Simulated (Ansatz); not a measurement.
Ti3Al:
```cif
data_Al2Ti6
_chemical_formula_sum 'Al2 Ti6'
_space_group_name_H-M_alt 'P 1'
_space_group_IT_number 1
_cell_length_a 5.75610
_cell_length_b 5.75610
_cell_length_c 4.65379
_cell_angle_alpha 90.000
_cell_angle_beta 90.000
_cell_angle_gamma 120.000
loop_
_space_group_symop_operation_xyz
  'x, y, z'
loop_
_atom_site_label
_atom_site_type_symbol
_atom_site_fract_x
_atom_site_fract_y
_atom_site_fract_z
_atom_site_occupancy
Al1 Al 0.33333 0.66667 0.25000 1
Al2 Al 0.66667 0.33333 0.75000 1
Ti1 Ti 0.83029 0.66057 0.25000 1
Ti2 Ti 0.16971 0.83029 0.75000 1
Ti3 Ti 0.33943 0.16971 0.25000 1
Ti4 Ti 0.16971 0.33943 0.75000 1
Ti5 Ti 0.83029 0.16971 0.25000 1
Ti6 Ti 0.66057 0.83029 0.75000 1
```

Relaxed with PBE.

Tabulate the valence density and the electron localisation function along the shortest Al–Ti contact (2.84 Å), PBE in the plane-wave PAW code Ansatz.



```tsv
distance from Al (Å)	density (e/Å³)	ELF
0.28	0.07	0.10
0.43	0.09	0.02
0.57	0.13	0.08
0.71	0.18	0.28
0.85	0.22	0.50
0.99	0.23	0.60
1.14	0.23	0.59
1.28	0.21	0.51
1.42	0.20	0.36
1.56	0.20	0.19
1.71	0.24	0.10
1.85	0.35	0.11
1.99	0.73	0.27
2.13	1.85	0.52
2.27	4.04	0.63
2.42	6.77	0.54
2.56	8.95	0.26
```

The density is the valence pseudo-density with augmentation charge, so density and ELF within about 1 Å of a nucleus are not all-electron values.

Space group P6_3/mmc. Symmetry was held in the PBE relaxation. No spin polarisation was allowed.

Potentials: the later of the program's two PAW sets.
